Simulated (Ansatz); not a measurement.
Notes on CaO

```xyz
2
Lattice="0.0000 2.4426 2.4426 2.4426 0.0000 2.4426 2.4426 2.4426 0.0000" Properties=species:S:1:pos:R:3 pbc="T T T"
Ca    0.0000    0.0000    0.0000
O     2.4426    2.4426    2.4426
```

Method: m-r2SCAN, no spin polarisation; PAW, plane waves to 500 eV, 9×9×9 Γ-centred mesh, fermi-dirac occupations (width 0.0915 eV) (Ansatz 0.2.0), atoms fixed.

Q: What do density and ELF say about some of the short contacts?

A: Ca–O at 2.44 Å: least valence density 0.23 e/Å³ and ELF 0.08 there, a closed-shell (ionic or weak) contact. These are pseudo-fields; inside the PAW spheres they differ from the all-electron ones.

Q: What does the stress say?

A: The pressure is -5.8 GPa (compression positive), so with the atoms held at these fractions the cell would first shrink.

Q: Are the atoms at rest?

A: The forces vanish by the symmetry of the sites.

Q: Is there a gap, and of what kind?

A: The gap is 4.20 eV, indirect (the least direct gap found is 4.59 eV). A semilocal functional usually gives too small a gap.

Q: Which element gives electrons and which takes them?

A: Bader charges in e: Ca +1.54, O -1.54. In the mean Ca gives up most and O takes most.

Origin: a database entry at a rescaled volume. Caveats: m-r2SCAN is r2SCAN with a changed spin dependence that lowers moments.
